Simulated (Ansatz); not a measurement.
# Ag: energy along a strain

Ag, P6_3/mmc, a = 2.904 Å, c = 4.748 Å. This isn't the element's structure at ambient conditions. Ansatz: r2SCAN, PAW, 500 eV, Γ-centred 24×24×14 mesh on 2 atoms, Gaussian smearing 0.15 eV; no spin polarisation. Cell vectors (Å): 2.904 0.000 0.000; -1.452 2.515 0.000; 0.000 0.000 4.748. The cell is strained by x per cent times the pattern (1 1 0 0 0 0) in the order xx yy zz yz xz xy (engineering shears), with fractional coordinates held. y is the free energy over the start, V0 = 17.334 Å³/atom.

| x (%) | y (meV/atom) |
| --- | --- |
| -4.00 | ? |
| -3.00 | 24.58 |
| -2.00 | 10.01 |
| -1.00 | 2.08 |
| 0.00 | 0.00 |
| 1.00 | 3.07 |
| 2.00 | 10.59 |
| 3.00 | 21.94 |
| 3.50 | 28.89 |
| 4.00 | 36.61 |

Fit y = c1 x + c2 x² + c3 x³ to the other rows, get the stiffness along the pattern, and predict the missing energy.

Least squares on the rows shown. y = 0.57401 x + 2.5851 x² − 0.11093 x³. The clamped-ion stiffness p·C·p = 2 × 25.85 eV × 160.2 / 17.334 Å³ = 478 GPa; c1 is there for the stress left in the start, which by itself gives a slope of 0.61 meV/atom per %. At x = -4.00 the fit asked for gives 46.17 meV/atom. The run gave 46.67 meV/atom, so the fit is 0.50 meV/atom too low, 1.1 % of the span of the series, against an rms of 0.04 meV/atom on the fitted rows. The row lies outside the fitted range. With a term in x⁴ added, a fit to the same known rows predicts 46.64 meV/atom, so most of the miss is curvature that the known rows already hold.